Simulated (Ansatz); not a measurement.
## Comparing deformations in Ta₃N

The calculation used Ansatz, DFT PBEsol, scalar-relativistic, plane waves, PAW. Settings: plane waves to 420 eV, k-mesh 18×18×8 (Γ-centred), Gaussian smearing 0.15 eV. Spin–orbit coupling is left out, which can shift energies with elements as heavy as these. No spin polarisation. Energies are free energies at this smearing, counted from the undisturbed cell; pressure is positive in compression.

The undisturbed cell (relaxed at this level; it needn't be the usual structure):

```xyz
4
Lattice="3.0005 0.0000 0.0000 -1.5003 2.5985 0.0000 0.0000 0.0000 7.4499" Properties=species:S:1:pos:R:3 pbc="T T T"
Ta    0.0000    0.0000    3.7250
Ta    0.0000    1.7323    1.2858
Ta    1.5003    0.8662    6.1642
N     0.0000    0.0000    0.0000
```

The cell is strained by ε times a Voigt pattern (xx, yy, zz, yz, xz, xy; engineering shear) with fractional coordinates fixed. τ = (1/V0) dE/dε comes from the stress tensor. Of each scan, only the three points used here are listed.

| pattern | ε | τ (GPa) |
| --- | --- | --- |
| (0, 0, 0, 1, 0, 0) | -0.0300 | 0.2044 |
| (0, 0, 0, 1, 0, 0) | 0.0000 | 0.0000 |
| (0, 0, 0, 1, 0, 0) | 0.0150 | 0.0022 |
| (1, -1, 0, 0, 0, 0) | -0.0200 | -6.55 |
| (1, -1, 0, 0, 0, 0) | 0.0000 | 0.00 |
| (1, -1, 0, 0, 0, 0) | 0.0100 | 3.34 |

**Question.** Which constants do the scans give, and which deformation costs least for the same size of strain tensor?

**Answer.** The slope dτ/dε at zero (parabola through three points) is pᵀCp: (0, 0, 0, 1, 0, 0) gives C44 = -2.2 GPa; (1, -1, 0, 0, 0, 0) gives C11 + C22 − 2 C12 = 332 GPa. The size of the strain tensor, ε:ε, is ε² times 0.5, 2.0. Per unit of it the stiffnesses are -4.4, 166 GPa, so (0, 0, 0, 1, 0, 0) is the softest of these, and it is unstable with clamped ions. These are clamped-ion values.

Forces appear on the atoms along this scan, and letting them relax would lower the energy and soften the response. In a metal these slopes depend on the k mesh and the smearing.

Cost: 9 runs of about 6.3 core-minutes in all, on Arm Neoverse V2 (shared hosts).